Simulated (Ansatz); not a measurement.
MgO:
```cif
data_MgO
_chemical_formula_sum 'O1 Mg1'
_space_group_name_H-M_alt 'P 1'
_space_group_IT_number 1
_cell_length_a 2.94101
_cell_length_b 2.94101
_cell_length_c 2.94101
_cell_angle_alpha 60.000
_cell_angle_beta 60.000
_cell_angle_gamma 60.000
loop_
_space_group_symop_operation_xyz
  'x, y, z'
loop_
_atom_site_label
_atom_site_type_symbol
_atom_site_fract_x
_atom_site_fract_y
_atom_site_fract_z
_atom_site_occupancy
O1 O 0.00000 0.00000 0.00000 1
Mg1 Mg 0.50000 0.50000 0.50000 1
```

Relaxed with LDA.

**Question.** Give the optical modes at the zone centre with their infrared and Raman activity from DFPT, the program Ansatz at the LDA level (PAW).

**Answer.** Transverse frequencies, without the LO–TO term; a row sums one degenerate level.

| ω (cm⁻¹) | degeneracy | IR ((D/Å)²/amu) | Raman (Å⁴/amu) | activity | symmetry |
|---|---|---|---|---|---|
| 408 | 3 | 27.75 | 0 | IR | T1u |

**Question.** How high does the top mode go among those that the LO–TO term moves?

**Answer.** 715 cm⁻¹ for q along x.

Space group Fm-3m (rock salt). The cell was relaxed with LDA under the symmetry of its start; phonons on a q-mesh show no instability.

Potentials: the later of the program's two PAW sets.
